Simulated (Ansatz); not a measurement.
ZrN (rock salt, Fm-3m) under volume change, DFT-PBE in the program Ansatz with PAW potentials, scaled uniformly.

| V (Å³/atom) | E − E(relaxed) (meV/atom) | P (GPa) |
|---|---|---|
| 11.036 | 90.1 | 28.75 |
| 11.400 | 37.8 | 17.60 |
| 11.764 | 9.0 | 8.10 |
| 12.128 | 0.0 | 0.00 |
| 12.492 | 8.0 | -6.90 |
| 12.856 | 30.6 | -12.79 |
| 13.219 | 65.5 | -17.80 |

Question: What does a third-order Birch–Murnaghan fit give for V₀, B₀ and B′?

Answer: V₀ = 12.13 Å³/atom, B₀ = 249 GPa, B′ = 4.3.

The cell was relaxed with PBE under the symmetry of its start. No spin polarisation was allowed.

Potentials: the earlier of the program's two PAW sets.
